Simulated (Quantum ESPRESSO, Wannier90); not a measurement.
# Wannierisation of Sb (simple cubic, model phase)

Materials Project entry mp-133; symmetrised, unrelaxed at this level. This isn't the element's usual structure (rhombohedral); take it as a model of another phase. Computed values, not measurements, from PBEsol: Quantum ESPRESSO (norm-conserving PseudoDojo potentials, cutoff 64 Ry, no spin polarisation, no spin-orbit coupling) on a Γ-centred 10×10×10 mesh, then Wannier90. Density: 10×10×10 mesh, cold smearing 0.01 Ry. Spin-orbit coupling is left out although heavy elements are present.

Input w.win:

```
num_bands = 10
num_wann = 4
exclude_bands = 1-5
num_iter = 0
conv_tol = 1.0e-6
conv_window = 4
dis_num_iter = 1000
dis_conv_tol = 1.0e-6
dis_froz_max = 11.94
write_hr = true
write_u_matrices = true
begin projections
Sb: s;p
end projections
begin unit_cell_cart
ang
    3.0833400000    0.0000000000    0.0000000000
    0.0000000000    3.0833400000    0.0000000000
    0.0000000000    0.0000000000    3.0833400000
end unit_cell_cart
begin atoms_frac
Sb   0.0000000000  0.0000000000  0.0000000000
end atoms_frac
mp_grid = 10 10 10
begin kpoints
0.0000000000 0.0000000000 0.0000000000
0.0000000000 0.0000000000 0.1000000000
0.0000000000 0.0000000000 0.2000000000
... (997 more lines: the 10x10x10 mesh through Gamma)
end kpoints
```

On the energy scale of pw.x, whose zero is arbitrary, the Fermi level lies at 10.44 eV. Lines of w_hr.dat (R1 R2 R3 m n Re Im, eV) for R = 0 and one of the shortest lattice vectors, rounded to 0.01 eV, lines under 0.02 eV left out; orbitals in order: Sb1 s, Sb1 pz, Sb1 px, Sb1 py.

```
    0    0    0    1    1     2.40     0.00
    0    0    0    2    2    10.47     0.00
    0    0    0    3    3    10.47     0.00
    0    0    0    4    4    10.47     0.00
   -1    0    0    1    1    -0.66     0.00
   -1    0    0    3    1     1.27     0.00
   -1    0    0    2    2    -0.53     0.00
   -1    0    0    1    3    -1.27     0.00
   -1    0    0    3    3     2.19     0.00
   -1    0    0    4    4    -0.53     0.00
```
